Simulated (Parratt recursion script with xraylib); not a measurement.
**X-ray reflectivity of single films on SrTiO3: where the minima fall**

Model: specular X-ray reflectivity, Parratt recursion, Névot-Croce roughness, xraylib tables. Program: Parratt recursion script with xraylib 4.3.0.

Photon energy 10 keV (λ = 1.2398 Å), s polarisation. The grazing angle θ is scanned from 0.05° to 2.41° in 900 evenly spaced points, and the curve is smoothed with a Gaussian of 0.004° full width. A minimum is a scan point below both neighbours, placed by a parabola through ln R at the three points.

Each run is one film on SrTiO3 (density 5.086 g/cm³, δ = 9.635 × 10⁻⁶, rms roughness 1.8 Å) under vacuum. The film surface has an rms roughness of 6.4 Å in all runs. The refractive index is n = 1 − δ + iβ. The table lists all minima between 0.5 and 0.9°.

```
run  film  thickness d (Å)  density (g/cm³)  δ (10⁻⁶)  β (10⁻⁶)                    minima at θ (°)
---  ----  ---------------  ---------------  --------  --------  ---------------------------------
A    ZrB2              400            5.889     10.73    0.3498  0.523, 0.601, 0.681, 0.763, 0.846
B    ZrB2              320            5.889     10.73    0.3498                                  ?
C    ZrB2              400            4.857     8.847    0.2885  0.551, 0.631, 0.713, 0.797, 0.881
```

Densities are inputs, not measurements. They were set from computed cells of the Materials Project: ZrB2 from entry mp-1472 (P6/mmm, 6.071 g/cm³, taken at 80 and 97 %); SrTiO3 from entry mp-5229 (Pm-3m, 5.086 g/cm³). A layer's crystal structure does not enter its constants, only its composition and density.

Task: How many minima does run B have between 0.5 and 0.9°, and where?

Result: Inside a film the fringe order is m = (2d/λ)(sin²θ − 2δ)^½, with the film's own δ. Where the film's δ lies above the substrate's, its two faces reflect with opposite signs, and minima are expected at whole m. Where the film's δ lies between zero and the substrate's, its two faces reflect with the same sign, and minima are expected at half-integer m.

- Run A, δ above the substrate's: the minima give m = 5.08, 6.07, 7.06, 8.06, 9.05.
- Run C, δ between zero and the substrate's: the minima give m = 5.58, 6.57, 7.56, 8.56, 9.54.

In run B the film's δ lies above the substrate's, so take whole m. The window runs from m = 3.82 to 7.75 and holds m = 4, 5, 6, 7. Then sin²θ = 2δ + (mλ/2d)² gives θ = 0.517, 0.615, 0.717, 0.821°.

The run has 4 minima, at 0.527, 0.623, 0.724, 0.827°. The largest distance from one of them to an estimated minimum is 0.010°, against a mean spacing of 0.100°.
